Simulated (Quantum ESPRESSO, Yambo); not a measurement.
LiBaF$_{3}$ (cubic perovskite, space group Pm-3m, No. 221): one geometry, one set of PBEsol (pw.x of Quantum ESPRESSO, ONCV potentials, with spin-orbit coupling) orbitals, self-energies from Yambo (4×4×4 Γ-centred k mesh, bands 3 to 146 and a 6 Ry block in the screening, 146 bands in G with the Bruneval-Gonze terminator, plasmon pole fitted at 27.2 eV).

```tsv
level	gap Γ → Γ (eV)
PBEsol (Quantum ESPRESSO)	6.56
exchange only (Hartree-Fock self-energy on PBEsol orbitals)	___
static COHSEX@PBEsol	10.59
G0W0@PBEsol, plasmon pole	___
```

Problem. Complete the blanks.

Solution. 
- exchange only (Hartree-Fock self-energy on PBEsol orbitals), gap Γ → Γ (eV): 18.99
- G0W0@PBEsol, plasmon pole, gap Γ → Γ (eV): 9.89

Bare exchange has no screening and gives the widest gap; static COHSEX screens it but leaves out the frequency dependence, which G0W0 restores.

Nearest settings tried, and what they do to the gap: 5 Ry block (93 vectors against 123): +45 meV. Not varied: bands in G, bands in W, mesh. So the settings aren't converged at that level.

Geometry of the Materials Project entry, not relaxed at this level; primitive cell a = b = c = 3.989 Å, α = β = γ = 90.00°.

The structure is a Materials Project entry; no match was found in the copy of COD used, and its stability was not checked.
